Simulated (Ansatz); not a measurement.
Single point in Ansatz 0.2.0 with r2SCAN, no spin polarisation. Cutoff 500 eV, PAW datasets, 6×6×6 Γ-centred k mesh, fermi-dirac filling (width 0.1 eV). The cell carries a charge of -1 e on a uniform background.

Computed maps in the lattice plane spanned by a (left to right, 6.92 Å, 21 points from zero) and b (bottom to top, 6.92 Å, 21 points from zero), 120° apart, at height 0.250 along c. The fields are smooth PAW ones with compensation charges, not the true ones near nuclei.

Valence density. Digits on a logarithmic scale: 0 up to 0.03 e/Å³, each further digit a factor of 1.6, 9 from 1.3 e/Å³ up:
```
557899864212468998755
578999864224689998754
689759863236895798644
799599742247995997434
799997521257999975335
788875311357888753235
566642101246665421124
444321111234443210123
222222322222221000012
112345543211000111000
124677764210013553100
246899864200158985100
468999864201599995102
589559853103899983013
799799742015999951024
799997521015898510125
788875310013553100135
677643211001110011234
555433322100001223334
554445543200023455444
555677754211245777655
```

ELF. Ten even steps from '0' (0.01) to '9' (0.89):
```
237999997101799999732
379878996006998789731
698339982028993389611
897379960069973798303
998999820289998996116
999998300389999972027
899862000268998730037
676200000026765200025
210002320001220000002
000268862000000000000
016899986100000220000
279999997200026662000
699979996200265562002
898338985000651560005
997379972002655620027
998899730002666200037
899986200000220000026
677631000000000000013
333101232000000232101
221136775200025776311
323689986200268998632
```

The cell is NaScCl3. Which atoms lie within 0.2 Å of this plane, and where (fractions of a and b)?

Cl at (0.16, 0.84), Cl at (0.16, 0.32), Cl at (0.68, 0.84), Na at (0.67, 0.33). The whole cell:
```
Cl Sc Na
1.0
     6.92224    0.00000    0.00000
    -3.46112    5.99484    0.00000
     0.00000    0.00000    5.69319
Cl Sc Na
6 2 2
Direct
  0.16110 0.83890 0.25000
  0.32220 0.16110 0.75000
  0.16110 0.32220 0.25000
  0.83890 0.16110 0.75000
  0.67780 0.83890 0.25000
  0.83890 0.67780 0.75000
  0.00000 0.00000 0.00000
  0.00000 0.00000 0.50000
  0.33330 0.66670 0.75000
  0.66660 0.33330 0.25000
```

Origin: a known structure type with other elements, at an estimated volume, so it need not be a known compound. Caveats: many states at the Fermi level without spin polarisation, so a magnetic state may lie lower; atoms or cell far from equilibrium; charged cell with a uniform background.
